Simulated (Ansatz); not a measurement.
CuI (zinc blende)

```yaml
crystal:
  lattice:
    - [0.00000, 6.02303, 6.02303]
    - [3.01151, 0.00000, 3.01151]
    - [3.01151, 3.01151, 0.00000]
  atoms:
    - { symbol: I, position: [0.37500, 0.75000, 0.75000] }
    - { symbol: I, position: [0.87500, 0.75000, 0.75000] }
    - { symbol: Cu, position: [0.00000, 0.00000, 0.00000] }
    - { symbol: Cu, position: [0.50000, 0.00000, 0.00000] }
```

In each cell atom 2 (I, nearest neighbour Cu at 2.608 Å; its periodic images, 4.3 Å or more away, move with it) moves by s·(0.577, 0.577, 0.577) (towards the nearest neighbour), the rest being held.

Level of theory: r2SCAN (plane waves to 500 eV, PAW, scalar-relativistic; Ansatz, a program for electronic structure). k mesh 4×8×8 (Γ-centred), Fermi-Dirac smearing 0.05 eV. The energy includes the smearing's −TS. CuI is run without spin polarisation. CuI was relaxed with its symmetry unable to fall. Spin-orbit coupling is left out, though I is heavy. ΔE is measured from the undisplaced structure.

```json
[
 {"s (Å)": "-0.260", "ΔE (meV/cell)": "84.2"},
 {"s (Å)": "-0.208", "ΔE (meV/cell)": "57.6"},
 {"s (Å)": "-0.156", "ΔE (meV/cell)": "34.7"},
 {"s (Å)": "-0.104", "ΔE (meV/cell)": "16.6"},
 {"s (Å)": "-0.052", "ΔE (meV/cell)": "4.5"},
 {"s (Å)": "0.000", "ΔE (meV/cell)": "0.0"},
 {"s (Å)": "0.052", "ΔE (meV/cell)": "5.2"},
 {"s (Å)": "0.104", "ΔE (meV/cell)": "22.5"},
 {"s (Å)": "0.156", "ΔE (meV/cell)": "54.8"},
 {"s (Å)": "0.208", "ΔE (meV/cell)": "106.0"},
 {"s (Å)": "0.260", "ΔE (meV/cell)": "withheld"}
]
```

Question: Fit a polynomial form (powers 2, 3, 4) to the given rows and predict ΔE at s = 0.260.

Answer: Least squares on the 10 given rows: ΔE = (1785)·s² + (2689)·s³ + (2373)·s⁴, in meV/cell with s in Å; root-mean-square residual 0.11 meV/cell. At 0.260 the fit gives 178.8 meV/cell; the calculation gives 180.7 meV/cell, so the extrapolation is off by -1.9 (-1.1 %). The quadratic term alone would give 120.7 meV/cell.

(A displaced cell: forces are minus the slopes of the energy, force constants its curvatures, and phonons follow from these.)
